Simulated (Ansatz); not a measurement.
## Every step of a relaxation of PtSe2

DFT, r2SCAN, PAW with Ansatz's default frozen-core files, scalar-relativistic (Ansatz 0.2.0); a Γ-centred 11×11×7 k mesh, Fermi–Dirac smearing of 0.05 eV, no spin polarisation. The run relaxes shape and atoms at held volume.

Command: `ansatz run input.yaml --threads 1 --pin off --max-ram 3072MiB --backend cpu --events-out ev --progress --plain --runs-dir out` It took 2.7 min on 1 thread of Arm Neoverse V1 (shared host), peak memory 0.48 GiB.

PAW: frozen-core files, cutoff 500 eV; forces are relaxed below 0.01 eV/Å.

Each step lists its free energy a cell above the last geometry, the pressure, the cell vectors (Å), and Cartesian positions (Å) with forces (eV/Å).

The first step:

```
step 1  dF = 7374.44 meV  P = 339.6 GPa
  cell 3.0512 0.0000 0.0000  -1.5256 2.6424 0.0000  0.0000 0.0000 4.1474
  Pt 0.0000 0.0000 0.0000   0.0000 0.0000 0.0000
  Se 0.0000 1.7616 1.0369   0.0000 0.0000 19.7806
  Se 1.5256 0.8808 3.1106   0.0000 0.0000 -19.7806
```

Spin–orbit coupling is left out, which matters for the heavy atoms. The PAW files were made under PBE.

Question: Where does the relaxation end, and by which steps?

Answer: After 13 geometries, with conventional a, b, c = 3.605, 3.605, 2.972 Å, at 11.146 Å³/atom and 198.0 GPa in space group P-3m1, with a shortest distance of 2.277 Å. The further steps:
```
step 2  dF = 1498.79 meV  P = 251.7 GPa
  cell 3.0876 0.0000 0.0000  -1.5438 2.6740 0.0000  0.0000 0.0000 4.0500
  Pt 0.0000 0.0000 0.0000   0.0000 0.0000 0.0000
  Se 0.0000 1.7826 1.2029   0.0000 0.0000 7.9510
  Se 1.5438 0.8913 2.8471   0.0000 0.0000 -7.9510
step 3  dF = 499.36 meV  P = 223.2 GPa
  cell 3.1129 0.0000 0.0000  -1.5564 2.6958 0.0000  0.0000 0.0000 3.9846
  Pt 0.0000 0.0000 0.0000   0.0000 0.0000 0.0000
  Se 0.0000 1.7972 1.3041   0.0000 0.0000 -0.5314
  Se 1.5564 0.8986 2.6805   0.0000 0.0000 0.5314
step 4  dF = 482.03 meV  P = 223.3 GPa
  cell 3.1189 0.0000 0.0000  -1.5595 2.7011 0.0000  0.0000 0.0000 3.9691
  Pt 0.0000 0.0000 0.0000   0.0000 0.0000 0.0000
  Se 0.0000 1.8007 1.2970   0.0000 0.0000 -0.4526
  Se 1.5595 0.9004 2.6722   0.0000 0.0000 0.4526
step 5  dF = 298.73 meV  P = 223.0 GPa
  cell 3.1985 0.0000 0.0000  -1.5993 2.7700 0.0000  0.0000 0.0000 3.7740
  Pt 0.0000 0.0000 0.0000   0.0000 0.0000 0.0000
  Se 0.0000 1.8467 1.2164   0.0000 0.0000 -0.1642
  Se 1.5993 0.9233 2.5576   0.0000 0.0000 0.1642
step 6  dF = 174.58 meV  P = 221.0 GPa
  cell 3.2819 0.0000 0.0000  -1.6410 2.8422 0.0000  0.0000 0.0000 3.5847
  Pt 0.0000 0.0000 0.0000   0.0000 0.0000 0.0000
  Se 0.0000 1.8948 1.1416   0.0000 0.0000 -0.0543
  Se 1.6410 0.9474 2.4431   0.0000 0.0000 0.0543
step 7  dF = 104.25 meV  P = 216.9 GPa
  cell 3.3696 0.0000 0.0000  -1.6848 2.9181 0.0000  0.0000 0.0000 3.4006
  Pt 0.0000 0.0000 0.0000   0.0000 0.0000 0.0000
  Se 0.0000 1.9454 1.0707   0.0000 0.0000 -0.0329
  Se 1.6848 0.9727 2.3299   0.0000 0.0000 0.0329
step 8  dF = 71.57 meV  P = 213.9 GPa
  cell 3.4268 0.0000 0.0000  -1.7134 2.9677 0.0000  0.0000 0.0000 3.2880
  Pt 0.0000 0.0000 0.0000   0.0000 0.0000 0.0000
  Se 0.0000 1.9784 1.0254   0.0000 0.0000 0.1301
  Se 1.7134 0.9892 2.2626   0.0000 0.0000 -0.1301
step 9  dF = 22.44 meV  P = 206.7 GPa
  cell 3.5215 0.0000 0.0000  -1.7607 3.0497 0.0000  0.0000 0.0000 3.1135
  Pt 0.0000 0.0000 0.0000   0.0000 0.0000 0.0000
  Se 0.0000 2.0331 0.9609   0.0000 0.0000 0.3260
  Se 1.7607 1.0166 2.1526   0.0000 0.0000 -0.3260
step 10  dF = 7.70 meV  P = 195.6 GPa
  cell 3.6208 0.0000 0.0000  -1.8104 3.1357 0.0000  0.0000 0.0000 2.9451
  Pt 0.0000 0.0000 0.0000   0.0000 0.0000 0.0000
  Se 0.0000 2.0904 0.9274   0.0000 0.0000 -0.4239
  Se 1.8104 1.0452 2.0177   0.0000 0.0000 0.4239
step 11  dF = 2.07 meV  P = 200.1 GPa
  cell 3.5842 0.0000 0.0000  -1.7921 3.1040 0.0000  0.0000 0.0000 3.0055
  Pt 0.0000 0.0000 0.0000   0.0000 0.0000 0.0000
  Se 0.0000 2.0694 0.9327   0.0000 0.0000 0.0660
  Se 1.7921 1.0347 2.0728   0.0000 0.0000 -0.0660
step 12  dF = 0.05 meV  P = 198.3 GPa
  cell 3.6011 0.0000 0.0000  -1.8005 3.1186 0.0000  0.0000 0.0000 2.9775
  Pt 0.0000 0.0000 0.0000   0.0000 0.0000 0.0000
  Se 0.0000 2.0791 0.9258   0.0000 0.0000 -0.0157
  Se 1.8005 1.0395 2.0517   0.0000 0.0000 0.0157
step 13  dF = 0.00 meV  P = 198.0 GPa
  cell 3.6046 0.0000 0.0000  -1.8023 3.1217 0.0000  0.0000 0.0000 2.9716
  Pt 0.0000 0.0000 0.0000   0.0000 0.0000 0.0000
  Se 0.0000 2.0811 0.9231   0.0000 0.0000 0.0077
  Se 1.8023 1.0406 2.0485   0.0000 0.0000 -0.0077
step 14  dF = -5.80 meV  P = 198.0 GPa  (same geometry on a basis chosen anew; earlier energies don't compare to the last digit)
  cell 3.6046 0.0000 0.0000  -1.8023 3.1217 0.0000  0.0000 0.0000 2.9716
  Pt 0.0000 0.0000 0.0000   0.0000 0.0000 0.0000
  Se 0.0000 2.0811 0.9231   0.0000 0.0000 0.0062
  Se 1.8023 1.0406 2.0485   0.0000 0.0000 -0.0062
```
